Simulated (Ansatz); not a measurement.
FePt (L1₀ or tetragonal B2), relaxed with PBE (Ansatz, an electronic-structure program, plane waves, PAW): a = b = 2.7292 Å, c = 3.7631 Å, α = β = γ = 90.00°.

| Quantity | Value |
|---|---|
| ΔH_f (eV/atom) | -0.23 |
| B₀ by P(V) fit (GPa) | 201 |
| spin order and moments (μB) | ferromagnetic; net 1.64 per atom; largest site about 3.0 |

The same phase is relaxed and computed with PBEsol in the same code. What are the cell and these values now?

a = b = 2.688 Å, c = 3.713 Å, α = β = γ = 90.00°.

- ΔH_f (eV/atom): -0.20
- B₀ by P(V) fit (GPa): 232
- spin order and moments (μB): ferromagnetic; net 1.61 per atom; largest site about 2.9

Spin orders computed, not proven ground states: FePt, L1₀ or tetragonal B2 with PBE ferromagnetic; FePt, L1₀ or tetragonal B2 with PBEsol ferromagnetic. All cells were relaxed under the symmetry of their starts (and spin orders); stability against distortions was not tested throughout. Spin–orbit coupling is left out wherever it is not named.

Potentials: the later of the program's two PAW sets.

Ansatz is a plane-wave DFT program.

Formation energies count from the lowest solids of the elements computed at the same level, not from gases.
